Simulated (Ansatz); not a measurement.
Starting cell, Ca (fcc, Cu type):

```xyz
4
Lattice="5.5265 0.0000 0.0000 0.0000 5.5265 0.0000 0.0000 0.0000 5.5265" Properties=species:S:1:pos:R:3 pbc="T T T"
Ca     0.0000     0.0000     0.0000
Ca     2.7633     2.7633     0.0000
Ca     2.7633     0.0000     2.7633
Ca     0.0000     2.7633     2.7633
```

Scan: atom 2 (Ca, nearest neighbour Ca at 3.908 Å; its periodic images, 5.5 Å or more away, move with it) is displaced along Cartesian z, direction (0.000, 0.000, 1.000) in Cartesian axes, by s. The other atoms stay.

All values below come from PBE (plane waves to 420 eV, PAW, scalar-relativistic; Ansatz, a quantum-chemistry and plane-wave program). k mesh 7×7×7 (Γ-centred), Fermi-Dirac smearing 0.05 eV. E stands for the smeared free energy. With partly filled bands, energies and forces of such displacements shift with the k mesh and the smearing. F∥ is the force on the atom along that direction. Ca was relaxed with its symmetry unable to fall. ΔE is measured from the undisplaced structure.

```json
[
 {"s (Å)": "-0.390", "ΔE (eV/cell)": "0.168", "F∥ (eV/Å)": "0.868"},
 {"s (Å)": "-0.312", "ΔE (eV/cell)": "[?]", "F∥ (eV/Å)": "0.692"},
 {"s (Å)": "-0.234", "ΔE (eV/cell)": "[?]", "F∥ (eV/Å)": "0.517"},
 {"s (Å)": "-0.156", "ΔE (eV/cell)": "[?]", "F∥ (eV/Å)": "0.344"},
 {"s (Å)": "-0.078", "ΔE (eV/cell)": "0.007", "F∥ (eV/Å)": "0.172"},
 {"s (Å)": "0.000", "ΔE (eV/cell)": "0.000", "F∥ (eV/Å)": "0.000"},
 {"s (Å)": "0.078", "ΔE (eV/cell)": "0.007", "F∥ (eV/Å)": "-0.172"},
 {"s (Å)": "0.156", "ΔE (eV/cell)": "[?]", "F∥ (eV/Å)": "-0.344"},
 {"s (Å)": "0.234", "ΔE (eV/cell)": "[?]", "F∥ (eV/Å)": "-0.517"},
 {"s (Å)": "0.312", "ΔE (eV/cell)": "[?]", "F∥ (eV/Å)": "-0.692"},
 {"s (Å)": "0.390", "ΔE (eV/cell)": "0.168", "F∥ (eV/Å)": "-0.868"}
]
```

### Question
What belongs in the gaps?

### Answer

- -0.312, ΔE (eV/cell): 0.107
- -0.234, ΔE (eV/cell): 0.060
- -0.156, ΔE (eV/cell): 0.027
- 0.156, ΔE (eV/cell): 0.027
- 0.234, ΔE (eV/cell): 0.060
- 0.312, ΔE (eV/cell): 0.107

(For displaced atoms, the force is minus the slope of the energy, and its curvature is a force constant, which sets phonon frequencies.)
